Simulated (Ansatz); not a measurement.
A trial cell of Fe was relaxed with r2SCAN (plane waves to 500 eV, PAW, scalar-relativistic; Ansatz, a first-principles code).

Before: I4/mmm (No. 139), tI2; a = b = 3.0619 Å, c = 2.5215 Å, α = β = γ = 90.00°.

After relaxation:

Simulated powder pattern, Ag Kα, λ = 0.560885 Å (kinematic, ideal powder, no thermal factors, no anomalous dispersion; the 24 strongest lines at most, above 1 %, up to 2θ = 30°):

| 2θ (°) | I/Imax (%) |
|---|---|
| 15.91 | 100 |
| 22.58 | 17 |
| 27.75 | 32 |

### Question
Identify the relaxed structure from its pattern: crystal system, space group and cell.

### Answer
Cubic, Im-3m (No. 229), cI2, bcc (W type); a = b = c = 2.865 Å, α = β = γ = 90.00°. Sites: Fe 2a (0.000, 0.000, 0.000).

### Question
Index the strongest lines.

### Answer
15.91° (110), 22.58° (200), 27.75° (211).

Spin state reached: ferromagnetic (net 2.64 μB/atom), from parallel starting moments; other spin orders were not run from this start. r2SCAN tends to overstate moments in metals.

The run could not lose the symmetry of its start; a randomly shaken copy of 2 atoms returns to this structure.
